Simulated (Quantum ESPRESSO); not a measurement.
Mg3TiZr2W2, one run as intended and one with a planted mistake

A calculation, not a measurement. The program is pw.x of Quantum ESPRESSO 7.5 (plane-wave density functional theory). The cell is made up: eight metal atoms on a face-centred cubic lattice, with elements, volume, strain and displacements drawn at random and not relaxed, so it may be unstable or far from any real phase. PseudoDojo standard norm-conserving files set the functional (PBE unless stated); there is no spin polarisation or spin-orbit coupling, the Fermi-Dirac width of 0.25 eV means electrons at about 2900 K, and the masses in the input are unused placeholders. Heavy elements are run without spin-orbit coupling, which real alloys of them have. A spin test at this wide smearing found no moment, but such smearing suppresses magnetism that the real alloy may have.

Intended input:

```
&control calculation='scf', pseudo_dir='./dojo.nc.sr.pbe.v0_5.standard.upf', outdir='./o', disk_io='minimal', tprnfor=.true., tstress=.true. /
&system ibrav=0, nat=8, ntyp=4, nbnd=61, ecutwfc=84.00895049, nosym=.true., tot_charge=0,
 occupations='smearing', smearing='fd', degauss=0.0183746611
/
&electrons conv_thr=1.470e-08, electron_maxstep=70, mixing_beta=0.5 /
ATOMIC_SPECIES
Mg 1.0 Mg.upf
Ti 1.0 Ti.upf
W 1.0 W.upf
Zr 1.0 Zr.upf
CELL_PARAMETERS angstrom
0.0 -2.1085 -2.1085
0.0 4.217 -4.217
8.4341 0.0 0.0
ATOMIC_POSITIONS angstrom
Mg -0.0717 0.0573 0.0345
Mg 4.1641 0.0315 -0.0505
Mg 0.0892 2.0968 -2.078
Ti 4.1879 2.1178 -2.1318
Zr 2.0884 -0.0021 -2.1868
Zr 6.3046 -0.0337 -2.102
W 2.1036 2.086 -4.1996
W 6.3312 2.0913 -4.2689
K_POINTS automatic
8 4 3 1 1 1
```

The log is shortened where brackets say so; the opening notice, blank lines, dates and the lines on written files are dropped, and the path of the files is cut. It prints rydbergs, bohrs and kilobars, and counts compression as positive stress. Its total energy is the free energy E - TS of the whole cell.

Log of the intended run:

```
     Program PWSCF v.7.5
     Parallel version (MPI & OpenMP), running on       4 processor cores
     Number of MPI processes:                 4
     Threads/MPI process:                     1
     [start-up lines left out]
     bravais-lattice index     =            0
     lattice parameter (alat)  =       5.6349  a.u.
     unit-cell volume          =    1012.1446 (a.u.)^3
     number of atoms/cell      =            8
     number of atomic types    =            4
     number of electrons       =        94.00
     number of Kohn-Sham states=           61
     kinetic-energy cutoff     =      84.0090  Ry
     charge density cutoff     =     336.0358  Ry
     scf convergence threshold =      1.5E-08
     mixing beta               =       0.5000
     number of iterations used =            8  plain     mixing
     Exchange-correlation= PBE
                           (   1   4   3   4   0   0   0)
     [axes and pseudopotential details left out]
   Cartesian axes
     site n.     atom                  positions (alat units)
         1        Mg     tau(   1) = (  -0.0240453   0.0192161   0.0115699  )
         2        Mg     tau(   2) = (   1.3964730   0.0105638  -0.0169357  )
         3        Mg     tau(   3) = (   0.0299141   0.7031831  -0.6968783  )
         4        Ti     tau(   4) = (   1.4044546   0.7102256  -0.7149207  )
         5        Zr     tau(   5) = (   0.7003660  -0.0007043  -0.7333655  )
         6        Zr     tau(   6) = (   2.1143113  -0.0113016  -0.7049269  )
         7        W      tau(   7) = (   0.7054635   0.6995612  -1.4083783  )
         8        W      tau(   8) = (   2.1232319   0.7013386  -1.4316188  )
     number of k points=    48  Fermi-Dirac smearing, width (Ry)=  0.0184
                       cart. coord. in units 2pi/alat
        k(    1) = (   0.0589249   0.0000000  -0.0883883), wk =   0.0416667
        k(    2) = (  -0.1767746   0.0000000  -0.0883883), wk =   0.0416667
     [further k points left out]
     Dense  grid:   105385 G-vectors     FFT dimensions: (  36,  72,  96)
     Estimated max dynamical RAM per process >     322.26 MB
     Estimated total dynamical RAM >       1.18 GB
     Initial potential from superposition of free atoms
     starting charge      93.9903, renormalised to      94.0000
     Starting wfcs are   65 randomized atomic wfcs
     total cpu time spent up to now is        5.1 secs
     per-process dynamical memory:   246.6 Mb
     Self-consistent Calculation
     iteration #  1     ecut=    84.01 Ry     beta= 0.50
     Davidson diagonalization with overlap
     ethr =  1.00E-02,  avg # of iterations =  3.7
     Threshold (ethr) on eigenvalues was too large:
     Diagonalizing with lowered threshold
     Davidson diagonalization with overlap
     ethr =  8.71E-04,  avg # of iterations =  2.7
     total cpu time spent up to now is       24.7 secs
     total energy              =    -980.36533792 Ry
     estimated scf accuracy    <       0.82289726 Ry
     iteration #  2     ecut=    84.01 Ry     beta= 0.50
     Davidson diagonalization with overlap
     ethr =  8.75E-04,  avg # of iterations =  6.2
     total cpu time spent up to now is       36.8 secs
     total energy              =    -979.67622550 Ry
     estimated scf accuracy    <      15.80947055 Ry
     [iterations 3 to 16 left out]
     iteration # 17     ecut=    84.01 Ry     beta= 0.50
     Davidson diagonalization with overlap
     ethr =  1.23E-10,  avg # of iterations =  1.0
     total cpu time spent up to now is      173.7 secs
     total energy              =    -980.80729311 Ry
     estimated scf accuracy    <       0.00000002 Ry
     iteration # 18     ecut=    84.01 Ry     beta= 0.50
     Davidson diagonalization with overlap
     ethr =  1.60E-11,  avg # of iterations =  2.5
     total cpu time spent up to now is      182.4 secs
     End of self-consistent calculation
     [lines on levels left out]
!    total energy              =    -980.80729311 Ry
     estimated scf accuracy    <          2.0E-09 Ry
     smearing contrib. (-TS)   =      -0.11189909 Ry
     internal energy E=F+TS    =    -980.69539402 Ry
     The total energy is F=E-TS. E is the sum of the following terms:
     one-electron contribution =    -381.58203603 Ry
     hartree contribution      =     211.83970505 Ry
     xc contribution           =    -171.41275753 Ry
     ewald contribution        =    -639.54030551 Ry
     convergence has been achieved in  18 iterations
     Forces acting on atoms (cartesian axes, Ry/au):
     atom    1 type  1   force =     0.02345997   -0.04165488    0.02015463
     atom    2 type  1   force =     0.00618548   -0.03238184    0.02844261
     atom    3 type  1   force =    -0.03837359    0.03082247   -0.04246897
     atom    4 type  2   force =     0.00952780    0.03367205   -0.03824005
     atom    5 type  4   force =     0.02367845    0.00231840    0.01484392
     atom    6 type  4   force =    -0.01699500    0.02703714   -0.01745475
     atom    7 type  3   force =     0.02039177   -0.00372447    0.00753588
     atom    8 type  3   force =    -0.02787487   -0.01608887    0.02718671
     Total force =     0.125988     Total SCF correction =     0.000201
     Computing stress (Cartesian axis) and pressure
          total   stress  (Ry/bohr**3)                   (kbar)     P=       17.96
   0.00044106  -0.00002617   0.00000922           64.88       -3.85        1.36
  -0.00002617  -0.00003791  -0.00004243           -3.85       -5.58       -6.24
   0.00000922  -0.00004243  -0.00003683            1.36       -6.24       -5.42
     init_run     :      4.57s CPU      4.75s WALL (       1 calls)
     electrons    :    176.29s CPU    177.33s WALL (       1 calls)
     forces       :      1.39s CPU      1.41s WALL (       1 calls)
     stress       :      4.88s CPU      4.88s WALL (       1 calls)
     [timing details left out]
     PWSCF        :   3m 7.48s CPU   3m 8.78s WALL
     JOB DONE.
```

A second run has one planted mistake: one atom is of a wrong element. The input lines that differ:

```
- &system ibrav=0, nat=8, ntyp=4, nbnd=61, ecutwfc=84.00895049, nosym=.true., tot_charge=0,
+ &system ibrav=0, nat=8, ntyp=5, nbnd=61, ecutwfc=84.00895049, nosym=.true., tot_charge=0,
+ Mo 1.0 Mo.upf
- W 6.3312 2.0913 -4.2689
+ Mo 6.3312 2.0913 -4.2689
```

Its log:

```
     Program PWSCF v.7.5
     Parallel version (MPI & OpenMP), running on       4 processor cores
     Number of MPI processes:                 4
     Threads/MPI process:                     1
     [start-up lines left out]
     bravais-lattice index     =            0
     lattice parameter (alat)  =       5.6349  a.u.
     unit-cell volume          =    1012.1446 (a.u.)^3
     number of atoms/cell      =            8
     number of atomic types    =            5
     number of electrons       =        94.00
     number of Kohn-Sham states=           61
     kinetic-energy cutoff     =      84.0090  Ry
     charge density cutoff     =     336.0358  Ry
     scf convergence threshold =      1.5E-08
     mixing beta               =       0.5000
     number of iterations used =            8  plain     mixing
     Exchange-correlation= PBE
                           (   1   4   3   4   0   0   0)
     [axes and pseudopotential details left out]
   Cartesian axes
     site n.     atom                  positions (alat units)
         1        Mg     tau(   1) = (  -0.0240453   0.0192161   0.0115699  )
         2        Mg     tau(   2) = (   1.3964730   0.0105638  -0.0169357  )
         3        Mg     tau(   3) = (   0.0299141   0.7031831  -0.6968783  )
         4        Ti     tau(   4) = (   1.4044546   0.7102256  -0.7149207  )
         5        Zr     tau(   5) = (   0.7003660  -0.0007043  -0.7333655  )
         6        Zr     tau(   6) = (   2.1143113  -0.0113016  -0.7049269  )
         7        W      tau(   7) = (   0.7054635   0.6995612  -1.4083783  )
         8        Mo     tau(   8) = (   2.1232319   0.7013386  -1.4316188  )
     number of k points=    48  Fermi-Dirac smearing, width (Ry)=  0.0184
                       cart. coord. in units 2pi/alat
        k(    1) = (   0.0589249   0.0000000  -0.0883883), wk =   0.0416667
        k(    2) = (  -0.1767746   0.0000000  -0.0883883), wk =   0.0416667
     [further k points left out]
     Dense  grid:   105385 G-vectors     FFT dimensions: (  36,  72,  96)
     Estimated max dynamical RAM per process >     326.19 MB
     Estimated total dynamical RAM >       1.20 GB
     Initial potential from superposition of free atoms
     starting charge      93.9893, renormalised to      94.0000
     Starting wfcs are   65 randomized atomic wfcs
     total cpu time spent up to now is        5.0 secs
     per-process dynamical memory:   245.9 Mb
     Self-consistent Calculation
     iteration #  1     ecut=    84.01 Ry     beta= 0.50
     Davidson diagonalization with overlap
     ethr =  1.00E-02,  avg # of iterations =  3.6
     total cpu time spent up to now is       15.6 secs
     total energy              =    -967.86966938 Ry
     estimated scf accuracy    <       2.86801042 Ry
     iteration #  2     ecut=    84.01 Ry     beta= 0.50
     Davidson diagonalization with overlap
     ethr =  3.05E-03,  avg # of iterations =  4.2
     total cpu time spent up to now is       27.5 secs
     total energy              =    -967.15493426 Ry
     estimated scf accuracy    <      46.15013644 Ry
     [iterations 3 to 16 left out]
     iteration # 17     ecut=    84.01 Ry     beta= 0.50
     Davidson diagonalization with overlap
     ethr =  6.53E-11,  avg # of iterations =  3.1
     total cpu time spent up to now is      159.0 secs
     total energy              =    -969.68440448 Ry
     estimated scf accuracy    <       0.00000006 Ry
     iteration # 18     ecut=    84.01 Ry     beta= 0.50
     Davidson diagonalization with overlap
     ethr =  6.06E-11,  avg # of iterations =  1.1
     total cpu time spent up to now is      166.4 secs
     End of self-consistent calculation
     [lines on levels left out]
!    total energy              =    -969.68440448 Ry
     estimated scf accuracy    <          1.4E-09 Ry
     smearing contrib. (-TS)   =      -0.11530704 Ry
     internal energy E=F+TS    =    -969.56909744 Ry
     The total energy is F=E-TS. E is the sum of the following terms:
     one-electron contribution =    -385.39068916 Ry
     hartree contribution      =     214.29315555 Ry
     xc contribution           =    -158.93125832 Ry
     ewald contribution        =    -639.54030551 Ry
     convergence has been achieved in  18 iterations
     Forces acting on atoms (cartesian axes, Ry/au):
     atom    1 type  1   force =     0.02275620   -0.04165813    0.02083988
     atom    2 type  1   force =     0.00535418   -0.03206501    0.02817622
     atom    3 type  1   force =    -0.03753647    0.03036063   -0.04190561
     atom    4 type  3   force =     0.00709033    0.03151982   -0.03598316
     atom    5 type  5   force =     0.02394674    0.00271716    0.01450699
     atom    6 type  5   force =    -0.01836027    0.02607899   -0.01645432
     atom    7 type  4   force =     0.02096530   -0.00369120    0.00760501
     atom    8 type  2   force =    -0.02421602   -0.01326226    0.02321499
     Total force =     0.121882     Total SCF correction =     0.000204
     Computing stress (Cartesian axis) and pressure
          total   stress  (Ry/bohr**3)                   (kbar)     P=       20.94
   0.00043389  -0.00002158   0.00000746           63.83       -3.17        1.10
  -0.00002158  -0.00000303  -0.00000864           -3.17       -0.45       -1.27
   0.00000746  -0.00000864  -0.00000375            1.10       -1.27       -0.55
     init_run     :      4.54s CPU      4.73s WALL (       1 calls)
     electrons    :    160.70s CPU    161.46s WALL (       1 calls)
     forces       :      1.28s CPU      1.30s WALL (       1 calls)
     stress       :      4.44s CPU      4.44s WALL (       1 calls)
     [timing details left out]
     PWSCF        :   2m51.21s CPU   2m52.24s WALL
     JOB DONE.
```

|  | intended run | run with the mistake |
| --- | --- | --- |
| free energy (eV) | -13344.563 | -13193.228 |
| entropy term -TS, part of it (eV) | -1.522 | -1.569 |
| pressure (GPa) | 1.80 | 2.09 |
| size of the largest force component (eV/Å) | 1.092 | 1.077 |
| largest change of a force component (eV/Å) |  | 0.102 |
| iterations | 18 | 18 |

For scale, a rerun of the intended cell at a higher cutoff and on a denser mesh moved values by no more than 0.006 eV in energy, 0.13 GPa in stress and 0.010 eV/Å in force, and a second program with other atomic files agreed on that cell to 2 % rms in force and 0.5 GPa in pressure. Files of another functional or element have another zero of energy, so the energy change says nothing on stability.